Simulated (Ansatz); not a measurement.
## P: computed property card

P:
```xyz
1
Lattice="2.4333 0.0000 0.0000 0.0000 2.4333 0.0000 0.0000 0.0000 2.4333" Properties=species:S:1:pos:R:3 pbc="T T T"
P      0.0000     0.0000     0.0000
```

Space group Pm-3m (No. 221), simple cubic; conventional cell a = b = c = 2.4333 Å, α = β = γ = 90.00°.

Method: DFT-r²SCAN in the program Ansatz with PAW potentials. The cell and atoms are relaxed at this level. Other levels are named where they apply.

**Cell and energy**

```
Quantity              Value
---------------  ----------
Volume per atom    14.41 Å³
Density          3.57 g/cm³
```

**Electronic structure**

```
Item                                                                        Result
------------------------------------  --------------------------------------------
Electronic character                                             metallic (no gap)
Density of states at the Fermi level  0.30 states/eV per atom (mean over ±0.08 eV)
```

**Mechanics**

```
Item                                                                          Result
--------------------------------------------  --------------------------------------
Bulk modulus (Birch–Murnaghan fit)                                           122 GPa
Pressure derivative B′                                                           5.0
Elastic constants (relaxed ions, GPa)              C11 = 288, C12 = 33.6, C44 = 82.5
Mechanical stability                          stable (all eigenvalues of C positive)
Hill bulk and shear moduli                                          118 and 98.2 GPa
Young's modulus                                                              231 GPa
Poisson's ratio                                                                 0.18
Debye temperature from the elastic constants                                   707 K
```

**Phonons**

```
Property                                                Value
-------------------------------  ----------------------------
Dynamical stability on the path  stable (no imaginary branch)
Zero-point energy                               44.6 meV/atom
Vibrational entropy at 300 K          23.4 J/(K·mol of atoms)
```

This is a known high-pressure phase of the composition, computed here at zero pressure and temperature. The r²SCAN relaxation kept the symmetry of its start. As this level gives no gap, shear constants depend on the k-mesh and smearing (Fermi–Dirac, 0.1 eV here). As this level gives no gap, phonon frequencies hold no LO–TO term and depend on the k-mesh and smearing (Fermi–Dirac, 0.1 eV here). On the denser mesh and wider smearing of the elastic run this cell carries a stress of 0.4 GPa.

Potentials: the later of the program's two PAW sets.
